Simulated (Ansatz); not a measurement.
TiO₂:
Space group I4₁/amd, origin choice 1 (No. 141); a = b = 3.761 Å, c = 9.586 Å, α = β = γ = 90.00°

```json
[
 {"atom": "Ti", "site": "4b", "symmetry": "-4m2", "x": "0.0000", "y": "0.0000", "z": "0.5000"},
 {"atom": "O", "site": "8e", "symmetry": "2mm.", "x": "0.0000", "y": "0.0000", "z": "0.2938"}
]
```
(The calculation used a cell of 6 atoms; values per cell refer to that cell.)

Relaxed at zero pressure with plane-wave PAW HSE06 (Ansatz code).

Task: The volume is raised by 6 % and shape and atoms relax at that volume. What pressure results, and how do the axes share the change?

Result: -10.7 GPa; a 1.3 %, b 1.3 %, c 3.3 %; the energy rises by 24 meV/atom.

Task: Give the new structure.

Result: 
Space group I4₁/amd, origin choice 1 (No. 141); a = 3.810 Å, b = 3.810 Å, c = 9.897 Å, α = 90.00°, β = 90.00°, γ = 90.00°

| atom | site | symmetry | x | y | z |
|---|---|---|---|---|---|
| Ti | 4b | -4m2 | 0.0000 | 0.0000 | 0.5000 |
| O | 8e | 2mm. | 0.0000 | 0.0000 | 0.2973 |

The phase is kept; no other phase was compared at this pressure.

Space group I4_1/amd (anatase). The cell was relaxed with HSE06 under the symmetry of its start. The run is not spin-polarised.

Potentials: the later of the program's two PAW sets.
